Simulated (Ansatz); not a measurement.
Input:

CdS (zinc blende)

```xyz
4
Lattice="0.0000 5.8778 5.8778 2.9389 0.0000 2.9389 2.9389 2.9389 0.0000" Properties=species:S:1:pos:R:3 pbc="T T T"
S      4.4084     4.4084     4.4084
S      4.4084     7.3473     7.3473
Cd     0.0000     0.0000     0.0000
Cd     2.9389     5.8778     2.9389
```

The atoms are displaced by Q × the pattern below (from a DFPT mode at L = (0.5, 0.0, 0.0), largest move 1; Q in Å), at fixed cell. (q is in reciprocal vectors of the primitive cell; the cell shown is doubled to hold the pattern.)

| atom | x | y | z |
|---|---|---|---|
| S1 | 0.577 | -0.577 | -0.577 |
| S2 | -0.577 | 0.577 | 0.577 |
| Cd3 | -0.051 | 0.051 | 0.051 |
| Cd4 | 0.051 | -0.051 | -0.051 |

All values below come from r2SCAN (plane waves to 500 eV, PAW, scalar-relativistic; Ansatz, a first-principles code). k mesh 5×10×10 (Γ-centred), Fermi-Dirac smearing 0.05 eV. The energy includes the smearing's −TS. CdS was relaxed with its symmetry unable to fall. The zero of ΔE is the undisplaced structure.

The scan covers Q from -0.100 to 0.100 Å in 13 points.

Which space group does the distorted structure have?

R3m (No. 160), lowered from F-43m.

Is this a single well or a double well?

A single well with its minimum at or next to zero displacement.

What is the energy change at Q = 0.100 Å?

107.0 meV/cell.

What harmonic wavenumber does the curvature at Q = 0 give?

296 cm⁻¹.

(For displaced atoms, the force is minus the slope of the energy, and its curvature is a force constant, which sets phonon frequencies.)
